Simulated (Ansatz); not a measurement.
## Field gradients at the nuclei in Si₃N₄

The cell is an entry of the Crystallography Open Database (COD; perhaps a calculated or model structure), ions relaxed with PBE at fixed cell.

```cif
data_Si3N4
_symmetry_space_group_name_H-M 'Fd-3m:1'
_symmetry_Int_Tables_number 227
_cell_length_a 7.6765
_cell_length_b 7.6765
_cell_length_c 7.6765
_cell_angle_alpha 90.000
_cell_angle_beta 90.000
_cell_angle_gamma 90.000
loop_
_atom_site_label
_atom_site_type_symbol
_atom_site_symmetry_multiplicity
_atom_site_Wyckoff_symbol
_atom_site_fract_x
_atom_site_fract_y
_atom_site_fract_z
Si1 Si 16 d 0.1250 0.1250 0.6250
Si5 Si 8 a 0.5000 0.5000 0.0000
N N 32 e 0.8822 0.8822 0.3822
```

One atom of each set is listed; the run and its k-mesh use a cell of 14 atoms with edges of 5.43, 5.43, 5.43 Å.

Computed with Ansatz: DFT, PBE, plane waves and PAW (field gradients read without the response of the frozen cores, which leaves them typically 4 to 6 % off), scalar-relativistic, 420 eV cutoff, Γ-centred 6×6×6 k-points, Fermi–Dirac smearing 0.02 eV.

Conventions: |V_zz| ≥ |V_yy| ≥ |V_xx|, η = (V_xx − V_yy)/V_zz, C_Q = eQV_zz/h. ν_Q = 3|C_Q|/[2I(2I − 1)].

¹⁴N: I = 1, Q = 20.44 mb. Nuclear quadrupole moments: year-2017 set (Pyykkö).

```tsv
site	atoms	first shell	C_Q (MHz)	η	ν_Q (MHz)
N	8	4 Si at 1.76–1.87 Å	1.44	0.00	2.15
```

An axis of threefold or higher order runs through N, so V_zz lies along it and η is zero.

Si has no stable isotope with a ground-state quadrupole moment in the table, so these sites are left out.

At this cell the PBE pressure is 14 GPa, so with PBE the cell would grow if it were relaxed. The entry's cell may itself be off.

The relaxation (3 steps) took 15 s of wall time (15 s of CPU time) and 0.47 GiB at its peak, on 1 thread of Intel Xeon Platinum 8259CL CPU @ 2.50GHz (Skylake/Cascade Lake) (x86_64; 16 cores open to the job, memory cap 3.0 GiB, no GPU), a shared host with a load of 0.3 a core.
